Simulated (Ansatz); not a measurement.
## Property card for Nb2PC

Nb$_{2}$PC:
```
Nb2PC
1.0
    3.26462     0.00000     0.00000
   -1.63231     2.82724     0.00000
    0.00000     0.00000    11.54558
Nb P C
4 2 2
Direct
  0.33333   0.66667   0.40008
  0.66667   0.33333   0.59992
  0.66667   0.33333   0.90008
  0.33333   0.66667   0.09992
  0.66667   0.33333   0.25000
  0.33333   0.66667   0.75000
  0.00000   0.00000   0.50000
  0.00000   0.00000   0.00000
```

Space group P6_3/mmc (No. 194); conventional cell a = 3.265 Å, b = 3.265 Å, c = 11.546 Å, α = 90.00°, β = 90.00°, γ = 120.00°.

Method: plane-wave PAW PBEsol (Ansatz code). The cell and atoms are relaxed at this level. Other levels are named where they apply.

Cell and energy:

| Item | Value |
|---|---|
| Volume per atom | 13.32 Å³ |
| Density | 7.13 g/cm³ |
| Formation energy from the elements (no fitted shifts) | -0.89 eV/atom |

Electronic structure:

| Item | Value |
|---|---|
| Electronic character | metallic (no gap) |
| Density of states at the Fermi level | 0.33 states/eV per atom (mean over ±0.08 eV) |
| Gap with spin–orbit coupling | none (metallic) |

Mechanics:

| Property | Value |
|---|---|
| Bulk modulus (Birch–Murnaghan fit) | 239 GPa |
| Pressure derivative B′ | 4.4 |
| Elastic constants (relaxed ions, GPa) | C11 = 394, C12 = 125, C13 = 184, C33 = 413, C44 = 208 |
| Mechanical stability | stable (all eigenvalues of C positive) |
| Hill bulk and shear moduli | 242 and 151 GPa |
| Young's modulus | 375 GPa |
| Poisson's ratio | 0.24 |
| Debye temperature from the elastic constants | 641 K |

Phonons:

| Item | Result |
|---|---|
| Highest zone-centre frequency | 625 cm⁻¹ |
| Zone-centre stability | no imaginary mode at Γ |

The workflow started from a Materials Project entry (that database holds measured and hypothetical structures alike); the Crystallography Open Database copy checked does not list it. Whether it is the stable phase at ambient conditions was not checked. The cell was relaxed with PBEsol under the symmetry of its start. No spin polarisation was allowed. As this level gives no gap, shear constants depend on the k-mesh and smearing (Fermi–Dirac, 0.1 eV here). As this level gives no gap, phonon frequencies hold no LO–TO term and depend on the k-mesh and smearing (Fermi–Dirac, 0.1 eV here). The references are the lowest solids computed at this level, not always the standard phases. Scalar-relativistic: spin–orbit coupling is off unless named, which matters more the heavier the elements.

Potentials: the later of the program's two PAW sets.
